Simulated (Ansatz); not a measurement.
ZrAg (rock salt, Fm-3m) at seven volumes, the program Ansatz at the PBE level (PAW), scaled uniformly. One row is withheld.

| V (Å³/atom) | P (GPa) |
|---|---|
| 20.715 | 10.63 |
| 21.398 | 6.49 |
| 22.080 | 2.98 |
| 22.763 | 0.00 |
| 23.446 | -2.51 |
| 24.129 | ? |
| 24.812 | -6.44 |

### Question
Fit the shown pressures and predict the withheld one.

### Answer
Third-order Birch–Murnaghan: P = (3/2)B₀(x^(7/2) − x^(5/2))[1 + (3/4)(B′ − 4)(x − 1)] with x = (V₀/V)^(2/3). Least squares on the six rows gives V₀ = 22.765 Å³/atom, B₀ = 90.92 GPa, B′ = 4.54. At V = 24.129, x = 0.9619 and P = -4.64 GPa. The run itself gave -4.64 GPa.

The start of the workflow was typed in or built on a structure type; neither database checked (COD, Materials Project) lists it. COD files the formula under space group No. 129. Its standing as an ambient phase is unchecked. The cell was relaxed with PBE under the symmetry of its start; its stability against distortions is not shown here. No spin polarisation was allowed. Its formation energy is positive at this level, so the cell may be metastable or incomplete.

Potentials: the later of the program's two PAW sets.
